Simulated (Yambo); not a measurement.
G0W0@PBEsol for YVO4 (space group I4_1/amd, No. 141) in Yambo (2×2×2 mesh, 7 Ry block, plasmon pole, screening fixed), without a terminator:

```tsv
bands N in G	gap Γ → Γ (eV)	shift of the valence edge (eV)
108	5.167	0.060
169	5.176	-0.227
250	5.172	-0.389
```

Problem. Extrapolate both columns to infinite N with E(N) = E∞ + A/N, test the form, and compare with the terminator.

Solution. From two points, E∞ = (N2 E2 − N1 E1)/(N2 − N1). The two largest N give 5.16 eV for the gap and -0.73 eV for the shift; the two smallest give 5.19 eV and -0.74 eV. For the gap the slopes A are -2.7 and 2.1 eV: the form isn't reached, and its limit is uncertain. For the shift the slopes A are 86 and 85 eV: the 1/N form holds. With the Bruneval-Gonze terminator and 250 bands the run gives 5.04 eV and -0.60 eV, 0.13 eV and 0.12 eV from the extrapolated values: the terminator too is an estimate of the remainder. Block, mesh and the bands in W are held fixed.

Geometry of the Materials Project entry, not relaxed at this level; primitive cell a = b = c = 5.9468 Å, α = β = 106.28°, γ = 116.07°.

The runs are not spin-polarised; magnetic order was not tried.

A shift is the quasiparticle energy of the state minus its PBEsol energy.
